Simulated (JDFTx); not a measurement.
Unstrained cell:

| Item | Value |
|---|---|
| surface | Au(100) |
| bulk | Au, Fm-3m, lattice of mp-81 (not re-optimised) |
| slab | 5 atoms in 5 planes, 1x1, 8.3 Å between the outermost planes |
| in-plane cell | 2.950 × 2.950 Å, 8.70 Å² |
| cell height | 24.3 Å |
| sampling | 8×8×1 k mesh, Fermi smearing 0.01 Ha, no spin polarisation |

All numbers are PBE, GBRV ultrasoft potentials, plane waves to 20/100 Ha results from a modified build of JDFTx, not measurements. The in-plane lattice is scaled by the biaxial strain ε at a fixed k mesh and cell height, and all atoms off the mid-plane are relaxed in vacuum within the cell's symmetry. Zero strain is the lattice given, not this level's minimum.

| ε (%) | work function (eV) |
|---|---|
| -3 | 5.15 |
| -1.5 | withheld |
| 0 | 5.09 |
| 1.5 | 5.07 |
| 3 | 5.05 |

Task: Fit W = sε + W₀ to the other rows by least squares, predict the withheld value, and compare with the run.

Result: The fit gives s (eV/%) = -0.0168, W₀ (eV) = 5.10, with a root-mean-square miss of 0.004 eV on its own rows. It predicts 5.12 eV; the run gives 5.11 eV, a miss of 0.01 eV.
